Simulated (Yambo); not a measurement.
A G0W0@LDA run in Yambo for Ba2MoCdO6 (space group Fm-3m, No. 225) (2×2×2 Γ-centred k mesh, bands 6 to 296 and a 8 Ry block in the screening, 296 bands in G with the Bruneval-Gonze terminator, plasmon pole fitted at 27.2 eV) gives these matrix elements, in eV, at the band edges (L → X):

| state | E0 | <Vxc> | <Σx> | <Σc(E0)> | Z |
|---|---|---|---|---|---|
| valence edge | 0.000 | -21.363 | -26.308 | 4.347 | 0.777 |
| conduction edge | 2.245 | -17.648 | -12.311 | -4.031 | 0.796 |

Task: Solve the linearised quasiparticle equation for both states, give the gap, and say how exchange and correlation each act on it.

Result: E = E0 + Z(Σx + Σc − Vxc). Valence: 0.000 + 0.777 × (-26.308 + (4.347) − (-21.363)) = -0.46 eV. Conduction: 2.245 + 0.796 × (-12.311 + (-4.031) − (-17.648)) = 3.28 eV. The gap is 3.75 eV, against 2.24 eV in LDA. Replacing Vxc by bare exchange alone would open it by 10.28 eV; correlation takes back 8.38 eV of that, and Z scales what is left. Nearest settings tried, and what they do to the gap: 194 bands in W, 194 bands in G: +49 meV; 3 Ry block (113 vectors against 411): +75 meV. Not varied: mesh. So the settings aren't converged at that level. The k mesh is coarse. Among the k points computed, the smallest G0W0 gap is 3.67 eV, Γ → X. Spin-orbit splittings are left out.

Geometry of the Materials Project entry, not relaxed at this level; primitive cell a = b = c = 5.993 Å, α = β = γ = 60.00°.

The structure is a Materials Project entry; no match was found in the copy of COD used, and its stability was not checked.
